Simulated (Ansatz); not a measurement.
BN:
```
BN
1.0
    4.80591     0.00000     0.00000
    0.00000     2.55988     0.00000
    0.00000     0.00000     4.25026
B N
4 4
Direct
  0.15980   0.25000   0.40807
  0.34020   0.75000   0.90807
  0.84020   0.75000   0.59193
  0.65980   0.25000   0.09193
  0.82089   0.25000   0.39245
  0.67911   0.75000   0.89245
  0.17911   0.75000   0.60755
  0.32089   0.25000   0.10755
```

x, y and z are the axes in which the lattice vectors are written.

Q: Give the high-frequency dielectric tensor and the Born effective charge tensors of the independent atoms from DFPT, the program Ansatz at the LDA level (PAW).

A: 
ε∞:
```
4.46  0.00  0.00
0.00  4.28  0.00
0.00  0.00  4.15
```
Z* of atom 1 (B), rows: field, columns: displacement, in e:
```
 2.04   0.00  -0.61
 0.00   1.95   0.00
-0.40   0.00   1.86
```
Z* of atom 5 (N), rows: field, columns: displacement, in e:
```
-2.04   0.00  -0.37
 0.00  -1.95   0.00
-0.35   0.00  -1.86
```

Space group Pnma. The start of the workflow was typed in or built on a structure type; the Crystallography Open Database copy checked does not list it. It is not the phase usual at ambient conditions (space group No. 186, 194, 216). The cell was relaxed with LDA under the symmetry of its start; its stability against distortions is not shown here.

Potentials: the later of the program's two PAW sets.
